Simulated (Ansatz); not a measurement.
One crystal and one scan (energy over volume and axial ratio) at two levels, PBE (plane waves to 420 eV, PAW, scalar-relativistic; Ansatz, a quantum-chemistry and plane-wave program) and r2SCAN (plane waves to 500 eV, PAW, scalar-relativistic; Ansatz), each from its own relaxed cell and on its own mesh. The cell shown is that of PBE.

Te (trigonal-Te type, space group P3_121)

```xyz
3
Lattice="4.5209 0.0000 0.0000 -2.2604 3.9152 0.0000 0.0000 0.0000 5.9543" Properties=species:S:1:pos:R:3 pbc="T T T"
Te     1.2121     0.0000     1.9848
Te    -0.6061     1.0497     3.9695
Te     1.6544     2.8655     0.0000
```

Grid over V/V₀ and (c/a)/(c/a)₀, subscript 0 meaning the relaxed cell; the conventional c axis lies along z; no internal relaxation.

Energies are smeared free energies. Spin-orbit coupling is left out, though Te is heavy. Te was relaxed with its symmetry unable to fall. As the atoms are clamped, bonds stretch with the cell, which overstates energies and stresses. As the smearing reaches across the gap at some points, the response to shear is sensitive to the k mesh, so small differences along c/a are uncertain. Percentages come from the unrounded values. Both scans cover V/V₀ from 0.960 to 1.040 and (c/a)/(c/a)₀ from 0.920 to 1.080.

```csv
quantity,PBE,r2SCAN,PBE − r2SCAN
Lattice constant a (Å),4.521,4.624,-0.103 (-2.2 %)
Lattice constant c (Å),5.954,5.903,+0.051 (+0.9 %)
Relaxed volume (Å³/atom),35.13,36.44,-1.31 (-3.6 %)
"Modulus against c/a change at fixed volume, (3/4V)·∂²E/∂(ln c/a)² (fit, atoms clamped) (GPa)",13.8,13.3,+0.5 (+4 %)
```

PBE gives the higher value for: lattice constant c; modulus against c/a change at fixed volume. PBE gives the lower value for: lattice constant a; relaxed volume. Neither level is exact: the differences show how much the result hangs on the functional.

(Under strain, the slope of the energy per volume gives the stress and its curvature an elastic modulus.)
